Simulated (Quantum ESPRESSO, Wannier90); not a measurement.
**InGaAs2 (P-4m2), plane waves to Wannier functions**

```
begin unit_cell_cart
ang
    4.2250000000    0.0000000000    0.0000000000
    0.0000000000    4.2250000000    0.0000000000
    0.0000000000    0.0000000000    5.9621500000
end unit_cell_cart
begin atoms_frac
In   0.0000000000  0.0000000000  0.5000000000
Ga   0.5000000000  0.5000000000  0.0000000000
As   0.5000000000  0.0000000000 -0.2315200000
As   0.0000000000  0.5000000000  0.2315200000
end atoms_frac
```

Materials Project entry mp-1223781; symmetrised, unrelaxed at this level. Not found in the COD (Crystallography Open Database) copy used; not checked further. Computed values, not measurements, from PBEsol: Quantum ESPRESSO (norm-conserving PseudoDojo potentials, cutoff 68 Ry, spinors with spin-orbit coupling) on a Γ-centred 4×4×4 mesh, then Wannier90. Density: 8×8×6 mesh, cold smearing 0.01 Ry. With spin-orbit coupling a semilocal functional can close or falsely invert a small gap; the band order was not checked against a better method. The gap is small at this level and was sampled on the meshes and a path alone.

A tight-binding model is made by disentanglement and projection with no localisation steps (num_iter = 0), so the 32 orbitals stay atom-like: hydrogen-like In: s;p; Ga: s;p; As: s;p, axes along x, y, z; frozen window up to 1.57 eV relative to the valence-band maximum. It follows pw.x to 9.2 meV rms for states up to 1.1 eV relative to the valence-band maximum. Matrix elements depend on this choice of orbitals and windows.

Task: What are the on-site energies relative to the valence-band maximum, and how fast do the hoppings decay?

Result: 
```json
[
 {"atom": "In1", "orbitals": "s↑ s↓", "energy (eV)": "-2.20"},
 {"atom": "In1", "orbitals": "pz↑ pz↓", "energy (eV)": "3.48"},
 {"atom": "In1", "orbitals": "px↑ px↓ py↑ py↓", "energy (eV)": "3.36"},
 {"atom": "Ga2", "orbitals": "s↑ s↓", "energy (eV)": "-2.96"},
 {"atom": "Ga2", "orbitals": "pz↑ pz↓", "energy (eV)": "2.92"},
 {"atom": "Ga2", "orbitals": "px↑ px↓ py↑ py↓", "energy (eV)": "3.22"},
 {"atom": "As3", "orbitals": "s↑ s↓", "energy (eV)": "-8.37"},
 {"atom": "As3", "orbitals": "pz↑ pz↓ px↑ px↓", "energy (eV)": "0.55"},
 {"atom": "As3", "orbitals": "py↑ py↓", "energy (eV)": "0.70"},
 {"atom": "As4", "orbitals": "s↑ s↓", "energy (eV)": "-8.37"},
 {"atom": "As4", "orbitals": "pz↑ pz↓ py↑ py↓", "energy (eV)": "0.55"},
 {"atom": "As4", "orbitals": "px↑ px↓", "energy (eV)": "0.70"}
]
```

```csv
distance of the centres (Å),largest modulus (eV)
2–3,1.9
3–4,0.39
4–5,0.43
5–6,0.053
6–7,0.12
7–8,0.024
```
